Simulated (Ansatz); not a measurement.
A relaxed structure of CdTe. All values below come from r2SCAN (plane waves to 500 eV, PAW, scalar-relativistic; Ansatz, a program for electronic structure).

```xyz
12
Lattice="4.6360 0.0000 0.0000 -2.3180 4.0149 0.0000 0.0000 0.0000 22.7414" Properties=species:S:1:pos:R:3 pbc="T T T"
Cd     0.0000     0.0000    22.7363
Cd     0.0000     0.0000    11.3656
Cd     2.3180     1.3383    18.9435
Cd     0.0000     2.6766     7.5727
Cd     2.3180     1.3383     3.7862
Cd     0.0000     2.6766    15.1570
Te     0.0000     0.0000    19.8914
Te     0.0000     0.0000     8.5207
Te     2.3180     1.3383    16.1042
Te     0.0000     2.6766     4.7334
Te     2.3180     1.3383     0.9465
Te     0.0000     2.6766    12.3172
```

Determine the symmetry and give the standard cell with its independent sites.

Space group P6₃mc (No. 186); a = b = 4.636 Å, c = 22.741 Å, α = β = 90.00°, γ = 120.00°

| atom | site | symmetry | x | y | z |
|---|---|---|---|---|---|
| Cd | 2a | 3m. | 0.0000 | 0.0000 | 0.4998 |
| Cd | 2b | 3m. | 0.3333 | 0.6667 | 0.3330 |
| Cd | 2b | 3m. | 0.6667 | 0.3333 | 0.1665 |
| Te | 2a | 3m. | 0.0000 | 0.0000 | 0.3747 |
| Te | 2b | 3m. | 0.3333 | 0.6667 | 0.2081 |
| Te | 2b | 3m. | 0.6667 | 0.3333 | 0.0416 |

This is the AFLOW prototype AB_hP12_186_a2b_a2b (B6, as in SiC).

Give the shortest distances between elements (the closest pairs, up to four, under 3.6 Å).

Cd–Te 2.84 Å.

```json
{
  "volume_per_atom": "35.27 Å³",
  "band_gap": "1.17 eV, direct at Γ (no spin-orbit coupling)"
}
```

No spin polarisation in the result. Spin-orbit coupling is missing; with elements this heavy it can move band edges by tenths of an eV or more.

The run could not lose the symmetry of its start.

The first start was generated by placing the elements on the sites of a structure type. Materials Project lists a structure of CdTe in the same space group, P6₃mc (No. 186); the sites were not compared with it, nor with measured phases. Known forms of CdTe include space group No. 216.
